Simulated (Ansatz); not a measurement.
**TlCrF$_{3}$: relaxation (Ansatz)**

The input file (Ansatz 0.2.0, plane waves):

```yaml
crystal:
  lattice:
    - [4.19751439, 0.0, 0.0]
    - [0.0, 4.19751439, 0.0]
    - [0.0, 0.0, 4.19751439]
  atoms:
    - { symbol: Cr, position: [0.0, 0.0, 0.0], spin: 0.22 }
    - { symbol: F, position: [0.5, 0.0, 0.0] }
    - { symbol: F, position: [0.0, 0.5, 0.0] }
    - { symbol: F, position: [0.0, 0.0, 0.5] }
    - { symbol: Tl, position: [0.5, 0.5, 0.5] }
  symmetry: { detect: false, time_reversal: true }
kpoints:
  mp_grid: { grid: [6, 6, 6], shift: [0, 0, 0] }
magnetization:
  spin_polarized: true
scf:
  occupations: { method: fermi_dirac, width: 0.079 }
  lower_state_search: "off"
hamiltonian:
  pseudopotentials: { kind: paw }
  xc: lda
  hubbard:
    projectors: all-electron-ortho-atomic
    sites: [{ species: Cr, l: d, u_eff: 5.0 }]
basis:
  ecutwfc: 420
  fft_grid_basis: typed
relax:
  max_steps: 40
  f_tol: 0.03
output:
  forces: true
  stress: true
  eigenvalues: true
  bader: true
  populations: true
  elf: true
  write_potential: true
  volumetric_format: npy
  dos:
    e_range: [-12, 8]
    de: 0.05
    projected: { site_lists: { Cr: [Cr], F: [F], Tl: [Tl] } }
  write_density: true
checkpoint:
  read: saved_state
```

Launch command:

```bash
ansatz run input.yaml --threads 2 --pin off --max-ram 4096MiB --backend cpu --events-out ev --progress --plain --runs-dir out
```

Origin of the cell: a known structure type with other elements, at an estimated volume, so it need not be a known compound.

The saved state is a converged single point of the same cell, with its larger moments on Cr1 up.

The program first moved the atoms by about 0.01 Å at random, to leave a saddle point that the symmetry would hold.

Output (shortened):

```
SCF iter   1: F=—  HF=-16850.296587 eV  Δρ=5.63e-3  dr2=3.91e-3  dr2_m=5.62e-3  M=4.000 μB ∫|m|=4.039 μB
SCF iter   2: F=—  HF=-16850.311395 eV  Δρ=3.97e-3  dr2=1.96e-3  dr2_m=2.76e-3  M=4.000 μB ∫|m|=4.039 μB
SCF iter   3: F=—  HF=-16850.324485 eV  Δρ=1.44e-3  dr2=7.92e-6  dr2_m=1.39e-3  M=4.000 μB ∫|m|=4.038 μB
SCF iter   4: F=—  HF=-16850.326223 eV  Δρ=6.34e-5  dr2=3.55e-6  dr2_m=3.74e-7  M=4.000 μB ∫|m|=4.038 μB
SCF iter   5: F=—  HF=-16850.326225 eV  Δρ=2.41e-5  dr2=1.00e-6  dr2_m=2.42e-8  M=4.000 μB ∫|m|=4.038 μB
SCF iter   6: F=—  HF=-16850.326225 eV  Δρ=1.75e-5  dr2=6.48e-7  dr2_m=1.19e-8  M=4.000 μB ∫|m|=4.038 μB
SCF iter   7: F=-16850.326226 eV  HF=-16850.326226 eV  Δρ=7.45e-6  dr2=9.85e-8  dr2_m=2.41e-9  M=4.000 μB ∫|m|=4.038 μB
relax step   1: F+E_penalty+E_count = -16850.324965 eV  Δ(F+E_penalty+E_count) = +0.000e0 eV  max|allowed force component| = 9.256e-2 eV/Å  Δτ_max = 0.0000 Å  (6 SCF iters, accepted)
relax step   2: F+E_penalty+E_count = -16850.325597 eV  Δ(F+E_penalty+E_count) = -6.327e-4 eV  max|allowed force component| = 6.574e-2 eV/Å  Δτ_max = 0.0125 Å  (6 SCF iters, accepted)
relax step   3: F+E_penalty+E_count = -16850.326213 eV  Δ(F+E_penalty+E_count) = -6.159e-4 eV  max|allowed force component| = 6.248e-3 eV/Å  Δτ_max = 0.0098 Å  (6 SCF iters, accepted)
WARN: the relaxation ended near the 48 symmetry operations of its rattled start. A stable structure does so, and so can a saddle point along a move or strain that wasn't checked. `relax.rando […]
SCF 4 converged in 6 iterations: F = -16850.326213 eV  dr2 = 2.08e-8
SCF converged after 6 iterations
Magnetization: 4.0000 μB (26.0000 up, 22.0000 down)
Absolute magnetization: 4.0381 μB (∫|ρ↑−ρ↓|, with the PAW one-centre terms)
Spin contamination: 0.0071 ħ² per cell (⟨S²⟩ above its minimum at these occupations)
Per-site moments (μB) at R_I (Å): [(3.222701, 0.865461), (0.041409, 0.865548), (0.000260, 0.865461), (0.041381, 0.865576), (0.000151, 1.222530)]
Free energy (F): -16850.326213 eV
Harris-Foulkes:  -16850.326213 eV  (|F-HF|=1.14e-8)
Internal energy: -16850.325521 eV  (E = F + TS)
E sigma→0 (E₀):  -16850.325867 eV
Entropy (-TS):   -0.000693 eV (-0.139 meV/atom)
Fermi energy:    8.960344 eV
--- Per-component energies (eV) ---
  E_band       = -370.374575
  E_kinetic    = 1285.235181
  E_local      = -4404.036045  (includes V_loc(G=0)·N_el)
  E_nonlocal   = 639.774065
  E_hartree    = 1726.235715
  E_xc         = -597.832979
  E_vxc        = -618.731851  (∫ρ·V_xc dr)
  E_hubbard    = 1.044206  (on-site DFT+U / exact-exchange correction)
  E_vhub       = -8.859537  (the Hubbard potential's part of the band-sum identity)
  E_paw        = -11572.813763  (= ΣΔE_a)
  E_vpaw       = -716.231924  (= ΣTr[D̂ρ^β])
  E_aug_tail   = 0.006121  (compensation charges beyond the density's cutoff)
  E_ewald      = -3928.501341
  E_core_change = 0.563319  (= ΣΔE_core)
  E_smearing   = -0.000693  (= −TS)
  Σ components = -16850.326213   (vs F -16850.326213, Δ=0.00e0)
--- Forces (eV/Å), atoms counted from 1 ---
  atom   1  Cr     0.006245     0.001498    -0.005327
  atom   2  F     -0.003813     0.000754    -0.001462
  atom   3  F     -0.004498    -0.001897     0.003382
  atom   4  F      0.001219    -0.000318     0.004505
  atom   5  Tl     0.000832     0.000032    -0.001049
  max |Σ_I F_I| component: 6.94e-5 eV/Å
--- Stress (GPa, compression-positive) ---
        0.705395       0.000062      -0.000044
        0.000054      -9.384472       0.000017
       -0.000044       0.000011       0.698118
  P = ⅓ Tr σ = -2.6603 GPa (-26.603 kbar)
Occupation matrices written to <dir>
--- Relaxed structure (3 steps of the walk, 3 accepted, 0 SCFs on fresh bases) ---
  F+E_penalty+E_count = -16850.326213 eV   max|allowed force component| = 6.248e-3 eV/Å
  atoms:
    - { symbol: Cr, position: [0.000202, 0.000738, 0.000964] }
    - { symbol: F, position: [0.500311, 0.000930, 0.001247] }
    - { symbol: F, position: [0.000766, 0.500898, 0.000550] }
    - { symbol: F, position: [0.000151, 0.001394, 0.500870] }
    - { symbol: Tl, position: [0.499931, 0.500273, 0.501191] }
--- Löwdin populations: 5 sites ---
  site symbol       q [e]    m [muB]
     0     Cr     12.6996     3.8367
     1      F      7.5460     0.0524
     2      F      7.5161     0.0004
     3      F      7.5460     0.0523
     4     Tl     12.5451     0.0154
  spilling = 0.003065 (of n_electrons = 48.000000)
--- Bader charges: 5 sites ---
  site symbol  charge [e]  shift [e]    m [muB]
     0     Cr      1.6033     0.0012     3.7072
     1      F     -0.8191     0.0003     0.1097
     2      F     -0.8080     0.0006     0.0603
     3      F     -0.8191     0.0003     0.1096
     4     Tl      0.8428     0.0000     0.0131
  estimated error of the sums over rays = 5.6e-4 e
```

Before:

Space group Pm-3m (No. 221); the run's cell has a = 4.198 Å, b = 4.198 Å, c = 4.198 Å, α = 90.00°, β = 90.00°, γ = 90.00°. Shortest distances: Cr–F 2.10 Å, F–F 2.97 Å, F–Tl 2.97 Å.

The relaxed structure.

Space group Pm-3m (No. 221); the run's cell has a = 4.198 Å, b = 4.198 Å, c = 4.198 Å, α = 90.00°, β = 90.00°, γ = 90.00°. Shortest distances: Cr–F 2.10 Å, F–Tl 2.96 Å, F–F 2.97 Å.

| Quantity | Value |
| --- | --- |
| Free energy lowered by | 0.2 meV/atom |
| Final pressure | -2.66 GPa |
| Relaxation steps listed | 3 |
| Gap on the mesh | 0.48 eV |
| Site moments at the end (small spheres, which read low) | Cr1 +3.2 μB |
| Total moment | 4.00 μB |

Caveats: no spin-orbit coupling, though heavy elements are present; the SCF threshold is looser than advised for a stress; the displaced walk ended near the symmetry of the start; the magnetic state was chosen at the start cell and may not be the lowest after relaxing; the program displaced the start to leave a saddle point.

Time: 100 s of wall time on 2 CPU thread(s) of a shared host, from a saved density.
